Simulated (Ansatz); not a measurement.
HfGeTe: how the axes shrink under pressure

HfGeTe, P4/nmm, a = 3.838 Å, c = 8.444 Å. The structure is a COD entry; whether it is the stable form wasn't checked. Ansatz: PBEsol, PAW, 420 eV, Γ-centred 10×10×4 mesh on 6 atoms, Gaussian smearing 0.10 eV; no spin polarisation. Cell and atoms are relaxed at each pressure, and no other structure is tried, so the rows at high pressure may lie past a change of phase. y = 100 ln(c/c0) with c0 = 8.4440 Å, so nearly a change in per cent. The pressures are the targets, met within 0.01 GPa.

| P (GPa) | y | 100 ln(a/a0) |
| --- | --- | --- |
| -1.0 | ? | ? |
| 0.0 | 0.00 | 0.00 |
| 1.0 | -0.30 | -0.33 |
| 4.0 | -1.23 | -1.18 |
| 12.0 | -3.21 | -3.12 |
| 25.0 | -5.51 | -5.63 |
| 50.0 | -8.56 | -9.18 |
| 90.0 | -12.02 | -13.04 |

Problem. Fit y = c1 P + c2 P² to the other rows, give the linear compressibility along c, and predict the missing y.

Solution. Least squares on the rows shown. y = −0.2412 P + 0.001211 P². The linear compressibility along c is −c1/100 = 2.41 per TPa, against 2.47 along a from the same fit to the last column (its missing entry is 0.29): the crystal is about as stiff along both at low pressure. The runs next to zero pressure give 3.49 and 3.11, though their stresses depart from hydrostatic by up to 0.07 GPa, which can shift these two figures as much. With a term in P³ added, the coefficient of P becomes -0.3013, 25 % more, which shows how far this figure hangs on the form. At P = -1.0 the fit asked for gives 0.24. The run gave 0.39, so the fit is 0.15 too low, within the rms miss on the fitted rows (0.32): the form describes this series only roughly.

The mesh isn't the same in all rows (10×10×4, 10×10×6). Spin–orbit coupling is left out, which can shift energies with elements as heavy as these.